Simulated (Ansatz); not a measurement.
Tl:
```xyz
2
Lattice="3.3893 0.0000 0.0000 -1.6947 2.9352 0.0000 0.0000 0.0000 5.4785" Properties=species:S:1:pos:R:3 pbc="T T T"
Tl     0.0000     1.9568     4.1089
Tl     1.6947     0.9784     1.3696
```

Relaxed with LDA. Special points in fractions of this cell's reciprocal vectors: Γ (0.000, 0.000, 0.000); M (0.500, 0.000, 0.000); K (0.333, 0.333, 0.000); A (0.000, 0.000, 0.500); L (0.500, 0.000, 0.500); H (0.333, 0.333, 0.500).

### Question
List the band energies nearest the Fermi level at these points for LDA in the plane-wave PAW code Ansatz.

### Answer
In eV from the Fermi level; about four levels below and three above (degenerate sets whole), none deeper than 8.9 eV; points with the same levels are listed once.

```tsv
k	below	above
Γ	-5.30 -3.13	8.33 8.33 10.48
M	-5.87 -4.83 -0.78	0.35 1.28 3.87
K	-4.66 -4.66 -1.43	1.77 1.77 2.73
A	–	3.29 3.29 9.33 9.33 9.33 9.33
L	-4.77 -4.77 -2.49 -2.49	5.72 5.72 6.21 6.21
H	-4.09 -4.09 -1.01 -1.01	0.14 0.14 7.73 7.73
```

Space group P6_3/mmc (hcp (Mg type)). The cell was relaxed with LDA under the symmetry of its start. Spin–orbit coupling is left out wherever it is not named.

Potentials: the earlier of the program's two PAW sets.
